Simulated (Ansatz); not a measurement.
CdSe2:
```
CdSe2
1.0
    6.67944     0.00000     0.00000
    0.00000     6.67944     0.00000
    0.00000     0.00000     6.67944
Cd Se
4 8
Cartesian
  3.33972   3.33972   0.00000
  0.00000   3.33972   3.33972
  0.00000   0.00000   0.00000
  3.33972   0.00000   3.33972
  0.68448   5.99496   2.65524
  5.99496   0.68448   4.02421
  2.65524   0.68448   5.99496
  4.02421   5.99496   0.68448
  4.02421   4.02421   4.02421
  2.65524   2.65524   2.65524
  5.99496   2.65524   0.68448
  0.68448   4.02421   5.99496
```

Plane-wave PAW r²SCAN (Ansatz code) gives a gap of 1.02 eV without spin–orbit coupling, maximum at Γ, minimum on the Γ–R line, 36 % of the way from Γ.

What happens when spin–orbit coupling is switched on?

The gap drops by 0.01 eV, to 1.01 eV; maximum at Γ, minimum on the Γ–R line, 36 % of the way from Γ.

Give the electron effective mass with spin–orbit coupling.

0.44, 0.44, 0.48 mₑ (principal values).

Give the hole effective mass with spin–orbit coupling, band 1 of 2 at the edge.

4.1 along [100], 0.78 along [110], 0.45 along [111] (mₑ).

Give the hole effective mass with spin–orbit coupling, band 2 of 2 at the edge.

0.23 along [100], 0.30 along [110], 0.42 along [111] (mₑ).

Space group Pa-3. The first step of the workflow began from a Materials Project structure, measured or hypothetical; the Crystallography Open Database copy checked does not list it. Its standing as an ambient phase is unchecked. The cell was relaxed with r²SCAN under the symmetry of its start; whether a distortion lowers the energy is not shown.

Potentials: the later of the program's two PAW sets.
